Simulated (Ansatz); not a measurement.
Au:
```yaml
crystal:
  lattice:
    - [0.00000, 2.07869, 2.07869]
    - [2.07869, 0.00000, 2.07869]
    - [2.07869, 2.07869, 0.00000]
  atoms:
    - { symbol: Au, position: [0.00000, 0.00000, 0.00000] }
```

Relaxed with PBE. Special points in fractions of this cell's reciprocal vectors: Γ (0.000, 0.000, 0.000); X (0.500, 0.000, 0.500); U (0.625, 0.250, 0.625); K (0.375, 0.375, 0.750); L (0.500, 0.500, 0.500); W (0.500, 0.250, 0.750).

### Question
List the band energies nearest the Fermi level at these points for the program Ansatz at the PBE with spin–orbit coupling level (PAW).

### Answer
In eV from the Fermi level; about four levels below and three above (degenerate sets whole), none deeper than 8.9 eV; … stands for higher levels left out; points with the same levels are listed once.

| k | below | above |
|---|---|---|
| Γ | -2.72 -2.72 -2.72 -2.72 | 14.58 14.58 … |
| X | -1.96 -1.96 -0.96 -0.96 | 0.99 0.99 5.43 5.43 |
| U | -2.75 -2.75 -1.78 -1.78 | 3.64 3.64 4.49 4.49 |
| L | -1.49 -1.49 -0.81 -0.81 | 2.91 2.91 … |
| W | -2.93 -2.93 -1.52 -1.52 | 4.47 4.47 5.46 5.46 |

Space group Fm-3m (fcc (Cu type)). The cell was relaxed with PBE under the symmetry of its start.

Potentials: the earlier of the program's two PAW sets.
